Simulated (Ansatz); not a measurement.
# Data sheet: BP (DFT)

BP:
```
CELL_PARAMETERS angstrom
      3.20019     0.00000     0.00000
     -1.60009     2.77144     0.00000
      0.00000     0.00000     7.59164
ATOMIC_POSITIONS crystal
  B  0.33333 0.66667 0.25000
  B  0.66667 0.33333 0.75000
  P  0.33333 0.66667 0.75000
  P  0.66667 0.33333 0.25000
```

Space group P6_3/mmc (No. 194); conventional cell a = b = 3.2002 Å, c = 7.5916 Å, α = β = 90.00°, γ = 120.00°.

Method: PBE+D3(BJ) in the plane-wave PAW code Ansatz. Geometry: relaxed at this level of theory. Other levels are named where they apply.

### Cell and energy

```json
{
 "volume_per_atom": "16.83 Å³",
 "density": "2.06 g/cm³",
 "Formation energy from the elements (no fitted shifts)": "0.041 eV/atom"
}
```

### Electronic structure

```json
{
 "band_gap": "0.55 eV (indirect)",
 "valence_band_maximum": "on the K–Γ line, 14 % of the way from K",
 "conduction_band_minimum": "at M (3 equivalent valleys)",
 "smallest_direct_gap_on_the_standard_path": "0.78 eV",
 "electron_effective_mass": "0.21, 1.5, 3.9 mₑ (principal values)",
 "hole_effective_mass": "0.12, 1.6, 1.7 mₑ (principal values)",
 "HSE06 gap on the PBE+D3(BJ) cell": "1.00 eV"
}
```

### Mechanics

```json
{
  "Bulk modulus (Birch–Murnaghan fit)": "149 kbar",
  "Pressure derivative B′": "5.0"
}
```

### Phonons

```json
{
  "Highest zone-centre frequency (without LO–TO term)": "119.3 meV",
  "zone_centre_stability": "unstable, softest mode 32i cm⁻¹",
  "dynamical_stability_on_the_path": "unstable, down to 31i cm⁻¹"
}
```

### Charges

```json
{
  "bader_charges": "B +0.77, P -0.77 e"
}
```

The cell is a constructed one: a structure type filled with these elements; neither database checked (COD, Materials Project) lists it. It is not the phase usual at ambient conditions (space group No. 216). Symmetry was held in the PBE+D3(BJ) relaxation. The references are the lowest solids computed at this level, not always the standard phases.

Potentials: the later of the program's two PAW sets.
